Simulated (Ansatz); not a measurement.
BP in space group P6_3/mmc (No. 194; B on 2c, P on 2d), DFT-LDA in the program Ansatz with PAW potentials. The conduction-band minimum lies at M, with 3 equivalent valleys. Second derivatives d²E/dk² of the lowest band at one valley (eV·Å²), along Cartesian directions:

| direction | d²E/dk² |
|---|---|
| [100] | 1.760 |
| [010] | 44.88 |
| [001] | 7.308 |
| [110] | 23.32 |
| [101] | 4.532 |
| [011] | 26.11 |

Question: Find the principal effective masses, the density-of-states mass and the conductivity mass.

Answer: Off-diagonal terms follow from H_xy = H[110] − (H_xx + H_yy)/2, and m*/mₑ = 7.620 eV·Å² over each eigenvalue: 0.17, 1.0, 4.3. One valley's DOS mass (m₁m₂m₃)^(1/3) = 0.92, conductivity mass 3/(Σ 1/mᵢ) = 0.42 mₑ.

Question: What effective density of states Nc follows at 300 K for parabolic valleys?

Answer: Nc = 2.509e19 × 3 × (0.92)^(3/2) ≈ 6.6e19 cm⁻³.

The start of the workflow was typed in or built on a structure type; neither database checked (COD, Materials Project) lists it. It is not the phase usual at ambient conditions (space group No. 216). Symmetry was held in the LDA relaxation; of distortions, only those at the zone centre were tested, and some modes there are weakly imaginary. A crystal of weakly bound layers computed without a dispersion correction: the cell and the soft elastic constants depend strongly on that.

Potentials: the earlier of the program's two PAW sets.

Edges and masses are those of Kohn–Sham bands, whose gap is no quasiparticle gap.
